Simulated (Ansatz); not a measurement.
# What the choice of functional does to a device estimate

A short materials screen. Gaps differ from one level of theory to the next, and quantities that depend exponentially on the gap inherit the difference many times over.

3C-SiC is included as a familiar case. T = 300 K, k_BT = 0.02585 eV. HSE06 is the comparison here, not the truth.

### Data

Levels of theory (Ansatz, a plane-wave PAW program): the r²SCAN gap: r²SCAN, on the r²SCAN cell; the HSE06 gap: HSE06, on the r²SCAN cell.

Model: opening = HSE06 − r²SCAN; ratio = HSE06/r²SCAN; n_i ∝ exp(−E_g/2k_BT), so decades = opening/(2k_BT ln 10); edge shift = 1239.8 nm × (1/first gap − 1/last gap).

```tsv
crystal	r²SCAN gap (eV)	HSE06 gap (eV)	opening (eV)	ratio	change in n_i (decades)	edge shift (nm)
BaTiB2O6 (R-3, hR10)	2.91	4.24	1.330	1.46	11.2	134
3C-SiC, reference	1.71	2.23	0.520	1.30	4.4	169
Rb2PdC2 (P-3m1, hP5)	1.73	2.42	0.690	1.40	5.8	204
ZnS (R3m, hR6)	2.75	3.42	0.670	1.24	5.6	88.3
```

Runs started from generated or typed cells of the structure named: 3C-SiC. Whether these are the forms stable at ambient conditions was not checked: BaTiB2O6 (R-3, hR10); Rb2PdC2 (P-3m1, hP5). No claim is made that these are known or stable phases: ZnS (R3m, hR6). Spin–orbit coupling is left out unless named; in separate runs it moves the gap by Rb2PdC2 (P-3m1, hP5) −0.09 eV (r²SCAN); it moves the gap of BaTiB2O6 (R-3, hR10) by under 0.05 eV.

### Worked example

Worked for BaTiB2O6 (R-3, hR10):

gap opening: 4.24 − 2.91 = 1.330 eV; ratio: 4.24/2.91 = 1.46; change in n_i: 1.330/(2 × 0.02585 × 2.3026) = 11.2 decades; edge shift: 1239.8/2.91 − 1239.8/4.24 = 134 nm.

### Result

In order of gap opening, highest first: BaTiB2O6 (R-3, hR10) (1.330 ± 0.099), Rb2PdC2 (P-3m1, hP5) (0.690 ± 0.099) ≈ ZnS (R3m, hR6) (0.670 ± 0.099), 3C-SiC (0.520 ± 0.099). The ± follows from allowances picked for this note (r²SCAN gap 0.07 eV, HSE06 gap 0.07 eV), carried to first order and added in quadrature; ≈ joins neighbours closer than their two ± added in quadrature.

### Caveats

All gaps of a row belong to one cell; the dearer levels use coarser meshes. Where several phases of a formula are at hand, those over 0.1 eV/atom above the lowest were not drawn (by r²SCAN where it compared them, else by the largest value; a layered or molecular lowest phase counts only with a dispersion term); other phases could lie lower still. Crystals of Pb, Bi, Tl or Hg, those whose gap spin–orbit coupling moves by over 0.3 eV, and those of Te, I or Sb with no such test at hand were not drawn. Each row is the phase named, which need not be the stable one under ambient conditions. The rows are a sample and no shortlist: familiar crystals first, some related and some not, whatever their agreement with measurement; tables with many equal figures were not kept. Limits of the draw: first gap over 0.2 eV; no magnets, V to Ni, Ru, Rh, Os or Ir; no unfamiliar magnets, and cubic perovskites only if shown or known to be stable. As a rule kept out of such tables: 4f compounds, open-shell compounds run without a Hubbard term, cells found unstable in the tests at hand, cells close to a higher symmetry, and runs set to a pressure or over 12 % in volume from the crystal's fullest run.
